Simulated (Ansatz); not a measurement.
With r²SCAN+D4 (plane waves, PAW; program Ansatz), BN in the hexagonal phase (P6/mmm; B on 1b, N on 1a) relaxes to a = 3.737 Å, c = 2.605 Å. B has 2 nearest neighbours from 1.30 Å (linear); N has 2 nearest neighbours from 1.30 Å (linear). Against the elements it lies at -0.49 eV/atom, with no fitted shifts.

It is gapped at this level: 3.02 eV (indirect). The valence maximum lies at A and the conduction minimum at L (3 equivalent valleys). HSE06 on the same cell gives 3.74 eV. The electron mass is 0.17, 0.98, 1.9 mₑ (principal values).

An equation-of-state fit gives a bulk modulus of 7.5 GPa. Bader charges are B +2.29, N -2.29 e.

The start of the workflow was typed in or built on a structure type; neither database checked (COD, Materials Project) lists it. It is not the phase usual at ambient conditions (space group No. 186, 194, 216). The r²SCAN+D4 relaxation kept the symmetry of its start. At this level the phase is mechanically unstable. The volume moved by 88 % from the start of the relaxation. Point labels and valley counts follow the cell and symmetry of the run, lower than the named group. The references are the lowest solids computed at this level, not always the standard phases (solids in place of the gases).

Potentials: the later of the program's two PAW sets.
